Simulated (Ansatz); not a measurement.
InHO₂:
```xyz
8
Lattice="4.5207 0.0000 0.0000 0.0000 5.2823 0.0000 0.0000 0.0000 3.2879" Properties=species:S:1:pos:R:3 pbc="T T T"
In     2.2603     2.6412     1.6440
In     0.0000     0.0000     0.0000
H      2.2603     0.0000     1.6440
H      0.0000     2.6412     0.0000
O      1.2611     4.5901     1.6440
O      3.2596     0.6922     1.6440
O      3.5214     3.3334     0.0000
O      0.9992     1.9489     0.0000
```

PBEsol in the plane-wave PAW code Ansatz gives a gap of 1.98 eV without spin–orbit coupling, maximum at Γ, minimum at Γ.

Problem. What happens when spin–orbit coupling is switched on?

Solution. The gap hardly moves, to 1.98 eV; maximum at Γ, minimum at Γ.

Problem. Give the electron effective mass with spin–orbit coupling.

Solution. 0.22, 0.22, 0.24 mₑ (principal values).

Problem. Give the hole effective mass with spin–orbit coupling.

Solution. 1.2 along x (mₑ).

Space group Pnnm. The workflow started from a Materials Project entry (that database holds measured and hypothetical structures alike); the Crystallography Open Database copy checked does not list it. COD files the formula under space group No. 31, so this cell is another polymorph or a model. Its standing as an ambient phase is unchecked. The cell was relaxed with PBEsol under the symmetry of its start; its stability against distortions is not shown here.

Potentials: the later of the program's two PAW sets.
